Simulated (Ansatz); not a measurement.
Nb5Si3 in space group P6_3/mcm (No. 193; Nb on 6g, Si on 6g, Nb on 4d) at seven volumes, r²SCAN in the plane-wave PAW code Ansatz, shape and atoms relaxed at each. One row is withheld.

```csv
V (Å³/atom),P (GPa)
14.769,22.31
15.256,13.69
15.743,?
16.230,-0.01
16.717,-5.40
17.203,-9.98
17.690,-13.86
```

Fit the shown pressures and predict the withheld one.

P = (3/2)B₀(x^(7/2) − x^(5/2))[1 + (3/4)(B′ − 4)(x − 1)] with x = (V₀/V)^(2/3). Least squares on the six rows gives V₀ = 16.229 Å³/atom, B₀ = 194 GPa, B′ = 4.27. At V = 15.743, x = 1.0205 and P = 6.29 GPa. The run itself gave 6.31 GPa.

The workflow started from an entry of the Crystallography Open Database (COD), which files this formula under 2 space groups. Whether it is the stable phase at ambient conditions was not checked. The cell was relaxed with r²SCAN under the symmetry of its start; its stability against distortions is not shown here. The run is not spin-polarised.

Potentials: the later of the program's two PAW sets.
